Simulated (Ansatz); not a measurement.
Zr$_{6}$Ga$_{2}$Co:
Space group P-62m (No. 189); a = 7.8215 Å, b = 7.8215 Å, c = 3.3651 Å, α = 90.00°, β = 90.00°, γ = 120.00°

```csv
atom,site,symmetry,x,y,z
Zr,3f,m2m,0.0000,0.2479,0.0000
Zr,3g,m2m,0.4053,0.4053,0.5000
Ga,2c,-6..,0.3333,0.6667,0.0000
Co,1b,-62m,0.0000,0.0000,0.5000
```

Relaxed with r²SCAN.

Problem. Which orbitals make up the states near the Fermi level in r²SCAN (plane waves, PAW; program Ansatz)?

Solution. Within 0.5 eV of the Fermi level: Zr 4d 72 %, Ga 4p 8 %, Co 3d 7 %. Projections are on Löwdin-orthogonalised atomic valence shells; empty p or d shells of many metals are not among them.

Problem. Tabulate the density of states.

Solution. States/eV per cell of 9 atoms, in 0.25 eV bins, energy from the Fermi level.

```csv
E (eV),total,Zr 4d,Co 3d,Ga 4p
-7.85,0.86,0.05,0.00,0.02
-7.60,1.29,0.09,0.00,0.05
-7.35,1.18,0.10,0.00,0.06
-7.10,1.89,0.22,0.00,0.10
-6.85,2.03,0.30,0.00,0.14
-6.60,1.84,0.34,0.00,0.16
-6.35,1.60,0.36,0.00,0.15
-6.10,1.75,0.49,0.00,0.13
-5.85,2.19,0.77,0.00,0.07
-5.60,0.95,0.22,0.00,0.02
-5.35,0.02,0.00,0.00,0.00
-5.10,0.74,0.06,0.01,0.08
-4.85,1.17,0.15,0.01,0.10
-4.60,1.10,0.20,0.01,0.07
-4.35,0.83,0.17,0.01,0.06
-4.10,1.02,0.26,0.02,0.12
-3.85,2.06,0.62,0.09,0.39
-3.60,4.22,1.54,0.20,1.00
-3.35,4.81,1.98,0.49,0.87
-3.10,7.60,3.12,1.51,1.32
-2.85,7.52,3.39,1.84,1.01
-2.60,8.14,3.56,2.68,0.78
-2.35,12.14,4.32,6.06,0.70
-2.10,13.08,3.95,7.17,1.23
-1.85,9.06,3.10,3.90,1.61
-1.60,5.29,2.40,1.32,1.30
-1.35,12.06,6.20,2.25,2.48
-1.10,8.93,5.53,1.27,1.33
-0.85,10.41,7.65,0.91,0.92
-0.60,9.51,6.84,0.64,1.01
-0.35,10.69,7.66,0.72,1.23
-0.10,10.56,7.74,0.65,0.73
0.15,8.39,6.00,0.59,0.56
0.40,6.23,4.63,0.48,0.40
0.65,5.90,4.64,0.49,0.33
0.90,6.40,5.08,0.56,0.31
1.15,5.82,4.59,0.56,0.25
1.40,5.70,4.65,0.51,0.21
1.65,12.72,10.10,1.31,0.46
1.90,8.54,6.94,0.86,0.25
2.15,7.48,6.28,0.51,0.29
2.40,3.15,2.81,0.08,0.12
2.65,6.32,5.55,0.18,0.26
2.90,8.26,7.19,0.19,0.38
3.15,9.91,8.57,0.18,0.36
3.40,9.51,8.12,0.23,0.42
```

The first step of the workflow began from a Materials Project structure, measured or hypothetical; the Crystallography Open Database copy checked does not list it. Whether it is the stable phase at ambient conditions was not checked. The cell was relaxed with r²SCAN under the symmetry of its start; its stability against distortions is not shown here. The run is not spin-polarised. Axis ratios of metals converge slowly with the k-mesh, so a and c are less sure than the volume. Scalar-relativistic: spin–orbit coupling is off unless named, which matters more the heavier the elements.

Potentials: the later of the program's two PAW sets.
